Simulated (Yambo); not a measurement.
BSE-type run in Yambo on Rb2ScAgF6 (space group Fm-3m, No. 225), at zero momentum.

Quantum ESPRESSO step (PBEsol, PseudoDojo standard norm-conserving files, scalar-relativistic):
```
&CONTROL
  calculation = 'nscf'
  pseudo_dir = './pseudo'
  outdir = './out'
/
&SYSTEM
  ibrav = 0
  nat = 10
  ntyp = 4
  ecutwfc = 84.0
  ecutrho = 336.0
  occupations = 'fixed'
  force_symmorphic = .true.
  nbnd = 116
/
&ELECTRONS
  conv_thr = 1e-08
  diago_full_acc = .true.
  diago_thr_init = 1e-08
/
ATOMIC_SPECIES
F 18.9984 F.upf
Sc 44.9559 Sc.upf
Rb 85.4678 Rb.upf
Ag 107.8682 Ag.upf
CELL_PARAMETERS angstrom
  0.000000000000   4.493015000000   4.493015000000
  4.493015000000   0.000000000000   4.493015000000
  4.493015000000   4.493015000000   0.000000000000
ATOMIC_POSITIONS crystal
F   0.773500000000   0.226500000000   0.226500000000
F   0.226500000000   0.773500000000   0.773500000000
F   0.226500000000   0.773500000000   0.226500000000
F   0.773500000000   0.226500000000   0.773500000000
F   0.226500000000   0.226500000000   0.773500000000
F   0.773500000000   0.773500000000   0.226500000000
Sc   0.000000000000   0.000000000000   0.000000000000
Rb   0.750000000000   0.750000000000   0.750000000000
Rb   0.250000000000   0.250000000000   0.250000000000
Ag   0.500000000000   0.500000000000   0.500000000000
K_POINTS automatic
4 4 4 0 0 0
```

Yambo input:
```
rim_cut
optics
bse
bss
dipoles
em1s
RandQpts= 1000000
RandGvec= 1 Ry
FFTGvecs= 40 Ry
Chimod= "HARTREE"
BSKmod= "SEX"
BSEmod= "resonant"
BSSmod= "hs"
BSENGexx= 15 Ry
BSENGBlk= 3 Ry
% KfnQP_E
 3.336 | 1.0 | 1.0 |
%
% BSEQptR
 1 | 1 |
%
% BSEBands
 32 | 49 |
%
% BEnRange
 0.0 | 11.7 | eV
%
% BDmRange
 0.15 | 0.15 | eV
%
BEnSteps= 234
% BLongDir
 1.0 | 0.0 | 0.0 |
%
BSHayTrs= -0.02
BSSNEig= 24
WRbsWF
% BndsRnXs
 6 | 110 |
%
NGsBlkXs= 3 Ry
% LongDrXs
 1.0 | 1.0 | 1.0 |
%
```

From the report:

The dimension is k points × valence × conduction bands = 64 × 14 × 4 = 3584.
```
   [SLEPC] Approach                          : Krylov-Schur
   [SLEPC] Number of requested eigenvalues   :  24
   [SLEPC] Number of eigenvalues        [NEV]:  24
    [K] Dimension                                    :   3584
    [K] Bands                                        :   32   49
    [K] Exchange res                                 : yes
    [K] Correlation res                              : yes
    [K] W interaction is bare                        : no
    [K] RL vectors exchange                          :  1291
    [K] RL vectors correlation                       :  137
    [W] Matrix size                                  :  137
    [W] Bands                                        :    6  110
    [W] Coulomb Cutoff                               : none
    [W] Hxc Kernel                                   : HARTREE
```
Lowest eigenvalues (eV; in brackets the number of states within 2 meV): 4.25 (2), 4.77 (3), 6.04 (2), 6.29 (3), 6.35 (3), 6.42 (2). They depend on the mesh, which isn't converged, and on the G0W0 scissor.

Spin-orbit coupling is not included.

Geometry of the Materials Project entry, not relaxed at this level.

The structure is a Materials Project entry; no match was found in the copy of COD used, and its stability was not checked.
